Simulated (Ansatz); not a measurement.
W (bcc (W type), Im-3m) at seven volumes, DFT-LDA in the program Ansatz with PAW potentials, scaled uniformly. One row is withheld.

```tsv
V (Å³/atom)	P (GPa)
14.035	38.17
14.497	23.50
14.960	10.87
15.423	0.00
15.885	-9.39
16.348	?
16.811	-24.31
```

Problem. Fit the shown pressures and predict the withheld one.

Solution. Third-order Birch–Murnaghan: P = (3/2)B₀(x^(7/2) − x^(5/2))[1 + (3/4)(B′ − 4)(x − 1)] with x = (V₀/V)^(2/3). Least squares on the six rows gives V₀ = 15.422 Å³/atom, B₀ = 335.3 GPa, B′ = 4.00. At V = 16.348, x = 0.9619 and P = -17.40 GPa. The run itself gave -17.44 GPa.

The cell was relaxed with LDA under the symmetry of its start. The run is not spin-polarised. Scalar-relativistic: spin–orbit coupling is off unless named, which matters more the heavier the elements.

Potentials: the earlier of the program's two PAW sets. The files were generated under PBE; for other functionals the program regenerates the frozen cores, and for LDA and PBEsol the local potential too.
